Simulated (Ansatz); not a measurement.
ZrS2 (CdI2 type)

Space group P-3m1 (No. 164); a = b = 3.5781 Å, c = 5.5408 Å, α = β = 90.00°, γ = 120.00°

```
atom  site  symmetry       x       y       z
----  ----  --------  ------  ------  ------
Zr      1a      -3m.  0.0000  0.0000  0.0000
S       2d       3m.  0.3333  0.6667  0.2647
```

The volume is varied about the relaxed value V₀ at fixed cell shape. The atoms relax within the cell's symmetry.

Level of theory: PBEsol-D3(BJ) (plane waves to 420 eV, PAW, scalar-relativistic; Ansatz, an electronic-structure program). k mesh 11×11×6 (Γ-centred), Fermi-Dirac smearing 0.05 eV. Energies are smeared free energies. Stress and pressure are positive under compression. ZrS2 is run without spin polarisation. ZrS2 was relaxed with its symmetry unable to fall. ΔE is measured from the relaxed starting cell.

Question: Give the computed ΔE (kJ/mol of atoms) and P (GPa) at V/V₀ = 0.917, 0.950, 0.967, 0.983, 1.033.

Answer: 
```csv
V/V₀,ΔE (kJ/mol of atoms),P (GPa)
0.917,2.6,5.4
0.950,0.9,3.0
0.967,0.4,1.9
0.983,0.1,0.9
1.033,0.3,-1.6
```

(Under strain, the slope of the energy per volume gives the stress and its curvature an elastic modulus.)
